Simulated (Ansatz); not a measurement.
K$_{3}$GaF$_{6}$:
```cif
data_F6GaK3
_chemical_formula_sum 'K3 Ga1 F6'
_space_group_name_H-M_alt 'P 1'
_space_group_IT_number 1
_cell_length_a 6.14893
_cell_length_b 6.14893
_cell_length_c 6.14893
_cell_angle_alpha 60.000
_cell_angle_beta 60.000
_cell_angle_gamma 60.000
loop_
_space_group_symop_operation_xyz
  'x, y, z'
loop_
_atom_site_label
_atom_site_type_symbol
_atom_site_fract_x
_atom_site_fract_y
_atom_site_fract_z
_atom_site_occupancy
K1 K 0.25000 0.25000 0.25000 1
K2 K 0.75000 0.75000 0.75000 1
K3 K 0.50000 0.50000 0.50000 1
Ga1 Ga 0.00000 0.00000 0.00000 1
F1 F 0.78277 0.21723 0.21723 1
F2 F 0.21723 0.78277 0.78277 1
F3 F 0.21723 0.78277 0.21723 1
F4 F 0.78277 0.21723 0.78277 1
F5 F 0.21723 0.21723 0.78277 1
F6 F 0.78277 0.78277 0.21723 1
```

Relaxed with r²SCAN.

### Question
Tabulate the valence density and the electron localisation function along the shortest Ga–F contact (1.89 Å), r²SCAN (plane waves, PAW; program Ansatz).

### Answer


```csv
distance from Ga (Å),density (e/Å³),ELF
0.19,35.93,0.01
0.28,22.10,0.01
0.38,11.55,0.02
0.47,5.44,0.04
0.57,2.51,0.08
0.66,1.29,0.12
0.76,0.82,0.15
0.85,0.66,0.17
0.94,0.66,0.24
1.04,0.80,0.43
1.13,1.10,0.66
1.23,1.65,0.77
1.32,2.63,0.80
1.42,4.24,0.78
1.51,6.45,0.72
1.61,8.97,0.62
1.70,11.39,0.51
```

The density is the valence pseudo-density with augmentation charge, so density and ELF within about 1 Å of a nucleus are not all-electron values.

Space group Fm-3m. The first step of the workflow began from a Materials Project structure, measured or hypothetical; the Crystallography Open Database files this formula in space group No. 225, but the cells were not matched. Whether it is the stable phase at ambient conditions was not checked. The r²SCAN relaxation kept the symmetry of its start; whether a distortion lowers the energy is not shown.

Potentials: the later of the program's two PAW sets.
